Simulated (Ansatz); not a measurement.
A distorted cell of CaF$_{2}$ (fluorite):

```xyz
3
Lattice="0.0000 2.6325 2.6325 2.6325 0.0000 2.6325 2.6325 2.6325 0.0000" Properties=species:S:1:pos:R:3 pbc="T T T"
Ca     0.0000     0.0000     0.0000
F      1.3163     1.3163     1.3163
F      3.9488     3.9488     3.9488
```

Level of theory: PBE (plane waves to 420 eV, PAW, scalar-relativistic; Ansatz, a program for electronic structure). k mesh 10×10×10 (Γ-centred), Fermi-Dirac smearing 0.05 eV. E stands for the smeared free energy. Stress and pressure are positive under compression. CaF2 was relaxed with its symmetry unable to fall.

Question: Give the stress tensor in GPa and the pressure.

Answer: 
```
   14.4      0.0      0.0
    0.0     14.4      0.0
    0.0      0.0     14.4
```
The pressure, a third of the trace, is 14.4 GPa.

Question: It is the relaxed cell scaled evenly to V/V₀ = 0.872, atoms relaxed where free. What is its energy relative to the relaxed cell?

Answer: 70.9 meV/atom.

(Under strain, the slope of the energy per volume gives the stress and its curvature an elastic modulus.)
